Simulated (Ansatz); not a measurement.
The cell is COD entry 1522568, as deposited and not checked against the literature; nothing was relaxed.

An input for MnHg and the output that it gave: DFT, PBE, PAW with Ansatz's default frozen-core files, scalar-relativistic (Ansatz 0.2.0).

```yaml
crystal:
  lattice:
    - [3.288, 0.0, 0.0]
    - [0.0, 3.288, 0.0]
    - [0.0, 0.0, 3.313]
  atoms:
    - { symbol: Mn, position: [0.5, 0.5, 0.5], spin: 4.0 }
    - { symbol: Hg, position: [0.0, 0.0, 0.0] }
magnetization:
  spin_polarized: true
kpoints:
  mp_grid: { grid: [10, 10, 10] }
  band_path:
    path:
      - [0.0, 0.0, 0.0]
      - [0.0, 0.5, 0.0]
      - [0.5, 0.5, 0.0]
      - [0.0, 0.0, 0.0]
      - [0.0, 0.0, 0.5]
      - [0.0, 0.5, 0.5]
      - [0.5, 0.5, 0.5]
      - [0.0, 0.0, 0.5]
      - [0.0, 0.5, 0.0]
    npoints: 8
scf:
  occupations: { method: fermi_dirac, width: 0.05 }
hamiltonian:
  xc: pbe
  pseudopotentials: { kind: paw }
output:
  forces: true
  stress: true
  eigenvalues: true
  efg: { contact_densities: true }
  populations: true
  bader: true
  dos: { projected: true, de: 0.2, e_range: [-14, 8] }
```

What the program printed:

```
Hg: output.efg is read without spin–orbit coupling, which moves field gradients at and beside such atoms by some per cent and up to a factor of two; PAW files take it under magnetization.noncollinear and magnetization.spin_orbit
Engine: ansatz 0.2.0
Pseudopotentials: kind: paw
Pseudopotential: Mn, paw, valence charge 15, recommended cutoff 420 eV (normal)
Pseudopotential: Hg, paw, valence charge 20, recommended cutoff 420 eV (normal)
Functional definition: PBE
  parameter kappa = 0.804
  parameter beta = 0.06672455060314922
  exchange = pbe_x(kappa = kappa, mu = beta*pi^2/3)
  correlation = pbe_c(beta = beta)
Crystal: 2 atoms, lattice volume = 35.817 Å³
Basis set: ecut = 420 eV, 739 PW (Γ), exchange–correlation on 48×48×48 points (8 copies of the dense FFT grid, shifted against one another)
Bands: 24, of which v1, the nominal top of the filled ones, is band 18 counted from 1 (17 counted from 0)
Symmetry: 16 space group operations
Space group: P4/mmm (ITA 123), of the structure as read, at distance tolerance 3.3e-5 Å
Magnetic group: BNS 123.339 (UNI 999), of the structure as read, at distance tolerance 3.3e-5 Å
k-points: 126 of 1000
Non-local potential: Mn, projectors of the file, l = 0: 3, l = 1: 2, l = 2: 3, l = 3: 1
Non-local potential: Hg, projectors of the file, l = 0: 3, l = 1: 2, l = 2: 2, l = 3: 1
PAW form: soft (Blöchl's): semilocal exchange-correlation on the pseudo side does not see the compensation charge
PAW one-centre angular grid: Mn, 590 points (default); XC on 64 Gauss nodes
PAW one-centre angular grid: Hg, 590 points (default); XC on 64 Gauss nodes
Initial density: superposition of atomic densities (chi_scale 0.1, normalization cell)
Starting moments: Σ|m| = 4 μB on 1 of 2 sites
Initial wavefunctions: pseudopotential atomic-orbital guess
Functional: x = pbe(κ = 0.804, μ = 0.2195149727645171), c = pbe(β = 0.06672455060314922)
SCF iter   1: F=—  HF=-17711.355881 eV  |F-HF|=—  |Δ(HF+E_count)|=         —  Δρ=3.82e-2 (↑3.82e-2 ↓2.86e-2)  dr2=1.93e0  dr2_m=5.79e-2  M=3.900 μB ∫|m|=4.079 μB  β_m=0.30  ethr=3.10e-3  ⟨swp⟩=4.8  Hψ=22328  notcnv=0
Mixer restart at iter 1: flushing history
preconditioner: auto → Kerker (q_TF=auto, 2.718 Å⁻¹)  [metal: Δε(μ)=0.010 eV  Ē_g=9.957 eV  σ=0.050 eV  W_gap=0.05  n_scr=18 (ndim 8)  ℏωp=27.0 eV  f_vac=0.000  D(μ)=2.03/eV (n_scr^D=18)]
spin=Collinear: Kerker preconditioning applied to the charge; magnetization (m = ρ↑ − ρ↓) channel mixes plain (no charge-response kernel on spin).
SCF iter   2: F=—  HF=-17711.510188 eV  |F-HF|=—  |Δ(HF+E_count)|=   1.54e-1  Δρ=2.29e-2 (↑2.29e-2 ↓1.94e-2)  dr2=9.21e-1  dr2_m=1.71e-2  M=3.875 μB ∫|m|=4.072 μB  β_m=0.55  ethr=3.10e-3  ⟨swp⟩=2.0  Hψ=9361  notcnv=0  defer=226
SCF iter   3: F=—  HF=-17711.612940 eV  |F-HF|=—  |Δ(HF+E_count)|=   1.03e-1  Δρ=6.51e-3 (↑6.49e-3 ↓6.51e-3)  dr2=9.93e-2  dr2_m=3.10e-4  M=3.829 μB ∫|m|=4.070 μB  β_m=0.68  ethr=2.63e-3  ⟨swp⟩=2.1  Hψ=9685  notcnv=0  defer=227
SCF iter   4: F=—  HF=-17711.590337 eV  |F-HF|=—  |Δ(HF+E_count)|=   2.26e-2  Δρ=6.32e-3 (↑6.32e-3 ↓3.27e-3)  dr2=1.51e-2  dr2_m=9.82e-4  M=3.827 μB ∫|m|=4.080 μB  β_m=0.67  ethr=2.84e-4  ⟨swp⟩=2.6  Hψ=10117  notcnv=0  defer=210
SCF iter   5: F=—  HF=-17711.593939 eV  |F-HF|=—  |Δ(HF+E_count)|=   3.60e-3  Δρ=2.40e-3 (↑1.36e-3 ↓2.40e-3)  dr2=2.89e-3  dr2_m=1.68e-4  M=3.842 μB ∫|m|=4.096 μB  β_m=0.84  ethr=4.30e-5  ⟨swp⟩=2.0  Hψ=10617  notcnv=0  defer=210
SCF iter   6: F=—  HF=-17711.596576 eV  |F-HF|=—  |Δ(HF+E_count)|=   2.64e-3  Δρ=5.91e-4 (↑5.74e-4 ↓5.91e-4)  dr2=1.20e-4  dr2_m=8.62e-5  M=3.854 μB ∫|m|=4.108 μB  β_m=0.92  ethr=8.26e-6  ⟨swp⟩=2.4  Hψ=10926  notcnv=0  defer=210
SCF iter   7: F=—  HF=-17711.596556 eV  |F-HF|=—  |Δ(HF+E_count)|=   1.97e-5  Δρ=1.60e-4 (↑1.60e-4 ↓8.93e-5)  dr2=6.39e-6  dr2_m=2.14e-6  M=3.856 μB ∫|m|=4.110 μB  β_m=0.96  ethr=3.42e-7  ⟨swp⟩=2.0  Hψ=8477  notcnv=0  defer=210
SCF iter   8: F=—  HF=-17711.596556 eV  |F-HF|=—  |Δ(HF+E_count)|=   9.61e-8  Δρ=2.37e-5 (↑1.20e-5 ↓2.37e-5)  dr2=2.48e-7  dr2_m=3.14e-8  M=3.856 μB ∫|m|=4.110 μB  β_m=0.98  ethr=1.83e-8  ⟨swp⟩=2.3  Hψ=9945  notcnv=0  defer=210
SCF iter   9: F=—  HF=-17711.596556 eV  |F-HF|=—  |Δ(HF+E_count)|=   1.28e-7  Δρ=9.00e-6 (↑6.33e-6 ↓9.00e-6)  dr2=6.99e-8  dr2_m=2.25e-9  M=3.857 μB ∫|m|=4.110 μB  β_m=0.99  ethr=7.09e-10  ⟨swp⟩=2.4  Hψ=10174  notcnv=0  defer=210
SCF iter  10: F=-17711.596556 eV  HF=-17711.596556 eV  |F-HF|=8.17e-9  |Δ(HF+E_count)|=   3.95e-9  Δρ=3.20e-6 (↑2.45e-6 ↓3.20e-6)  dr2=1.03e-8  dr2_m=8.21e-11  M=3.857 μB ∫|m|=4.110 μB  ethr=2.00e-10  ⟨swp⟩=5.7  Hψ=21980  notcnv=0
SCF 1 converged in 10 iterations: F = -17711.596556 eV  dr2 = 1.03e-8
  greatest PAW one-centre occupation: 1.003 electrons in one spin orbital (limit 2), on the Mn atom at site 0 (counted from 0), in its partial waves of l = 1
NSCF: frozen V_eff on 65 k-points
SCF converged after 10 iterations
Magnetization: 3.8566 μB (19.4283 up, 15.5717 down)
Absolute magnetization: 4.1148 μB (∫|ρ↑−ρ↓|, with the PAW one-centre terms)
Spin contamination: 0.1372 ħ² per cell (⟨S²⟩ above its minimum at these occupations)
Per-site moments (μB) at R_I (Å): [(3.8297907154695014, 1.1775747433980837), (-0.026673639024037524, 1.1775747433980837)]
Free energy (F): -17711.596556 eV
Harris-Foulkes:  -17711.596556 eV  (|F-HF|=8.17e-9)
Internal energy: -17711.580204 eV  (E = F + TS)
E sigma→0 (E₀):  -17711.588380 eV
Entropy (-TS):   -0.016352 eV (-8.176 meV/atom)
Fermi energy:    16.596040 eV
--- Per-component energies (eV) ---
  E_band       = -584.526286
  E_kinetic    = 905.140279
  E_local      = -4205.154516  (includes V_loc(G=0)·N_el)
  E_nonlocal   = 320.313528
  E_hartree    = 1774.023209
  E_xc         = -333.108460
  E_vxc        = -406.542650  (∫ρ·V_xc dr)
  E_paw        = -11248.572220  (= ΣΔE_a)
  E_vpaw       = -746.325842  (= ΣTr[D̂ρ^β])
  E_aug_tail   = 0.000934  (compensation charges beyond the density's cutoff)
  E_ewald      = -4924.222958
  E_smearing   = -0.016352  (= −TS)
  E_closure    = -0.000000  (closes the sum)
  Σ components = -17711.596556   (vs F -17711.596556, Δ=0.00e0)
--- Forces (eV/Å), atoms counted from 1 ---
  atom   1  Mn     0.00000000     0.00000000     0.00000000
  atom   2  Hg     0.00000000    -0.00000000     0.00000000
  max |Σ_I F_I| component: 3.94e-31 eV/Å
--- Stress (GPa, compression-positive) ---
        1.609235       0.000000       0.000000
        0.000000       1.609235       0.000000
        0.000000       0.000000       1.653773
  P = ⅓ Tr σ = 1.6241 GPa (16.241 kbar)
--- PAW observables at the nuclei: V_zz in 10²¹ V/m², potentials from the cell's mean, atoms counted from 1 ---
  atom   1  Mn V_zz =    +0.079575   η = 0.0000   by run symmetry: allowed
            electrostatic potential = -3036.981591 V   contact ρ = 87786.512055 e/Å³   contact ρ_s (e/Å³): all electrons -2.540027, valence +5.295475
  atom   2  Hg V_zz =    -0.171539   η = 0.0000   by run symmetry: allowed
            electrostatic potential = -16795.904123 V   contact ρ = 14129412.588581 e/Å³   contact ρ_s (e/Å³): all electrons -27.780577, valence -27.498739
--- Band table (eV; the first three rows and the last of 252) ---
  k-point 0 ↑: bands = ["-98.9654", "-64.7461", "-47.3843", "-47.3838", "-47.3838", "-33.4985", "-33.4938", "-33.4938", "6.8232", "8.2419", "8.2536", "9.4284", "9.4284", "9.4475", "13.6844", "13.6995", "14.5818", "14.5818", "14.5843", "21.3202", "21.5346", "21.5346", "25.3980", "27.8098"]
  k-point 1 ↑: bands = ["-98.9654", "-64.7460", "-47.3855", "-47.3837", "-47.3837", "-33.5001", "-33.4937", "-33.4937", "6.9786", "8.2687", "8.3283", "9.3983", "9.3983", "9.4616", "13.6496", "13.7155", "14.4963", "14.4963", "14.5634", "20.1509", "21.8373", "21.8373", "26.0485", "27.9223"]
  k-point 2 ↑: bands = ["-98.9653", "-64.7458", "-47.3886", "-47.3835", "-47.3835", "-33.5043", "-33.4935", "-33.4935", "7.4035", "8.3406", "8.5704", "9.3200", "9.3200", "9.4992", "13.5563", "13.7273", "14.2930", "14.2930", "14.5082", "18.1304", "22.6813", "22.6813", "26.4701", "27.9064"]
  k-point 125 ↓: bands = ["-98.9346", "-60.6636", "-47.3622", "-47.3622", "-47.3610", "-29.5091", "-29.5076", "-29.5076", "8.4520", "8.4681", "8.4681", "10.0784", "10.1006", "14.9574", "14.9613", "14.9613", "17.0016", "18.5205", "18.5366", "22.2160", "22.2160", "22.2263", "22.2263", "22.2641"]
--- Löwdin populations: 2 sites ---
  site symbol       q [e]    m [muB]
     0     Mn     14.8473     3.9819
     1     Hg     19.3381     0.0045
  spilling = 0.023273 (of n_electrons = 35.000000)
--- Bader charges: 2 sites ---
  site symbol  charge [e]  shift [e]    m [muB]
     0     Mn      0.6819     0.0001     3.9133
     1     Hg     -0.6819     0.0001    -0.0567
  estimated error of the sums over rays = 4.5e-4 e
```

The magnetic state is the one reached from the start moments; no search over orders was made, so it needn't be the ground state.
